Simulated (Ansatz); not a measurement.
NbRu (rock salt, space group No. 225) under volume change, PBEsol in the plane-wave PAW code Ansatz, scaled uniformly.

```tsv
V (Å³/atom)	E − E(relaxed) (meV/atom)	P (GPa)
15.397	___	___
15.905	43.7	14.57
16.413	10.3	6.70
16.920	0.0	0.00
17.428	9.3	-5.71
17.935	___	___
18.443	75.6	-14.73
```

**Question.** Complete the blanks.

**Answer.** 
- 17.935, E − E(relaxed) (meV/atom): 35.3
- 17.935, P (GPa): -10.58
- 15.397, E − E(relaxed) (meV/atom): 104.1
- 15.397, P (GPa): 23.80

**Question.** What does a third-order Birch–Murnaghan fit give for V₀, B₀ and B′?

**Answer.** V₀ = 16.92 Å³/atom, B₀ = 206 GPa, B′ = 4.3.

Space group Fm-3m (rock salt). The start of the workflow was typed in or built on a structure type; neither database checked (COD, Materials Project) lists it. COD files the formula under space group No. 123, 221, so this cell is another polymorph or a model. Its standing as an ambient phase is unchecked. The cell was relaxed with PBEsol under the symmetry of its start. At this level the phase is mechanically unstable. The run is not spin-polarised. Its formation energy is positive at this level, so the cell may be metastable or incomplete.

Potentials: the earlier of the program's two PAW sets.
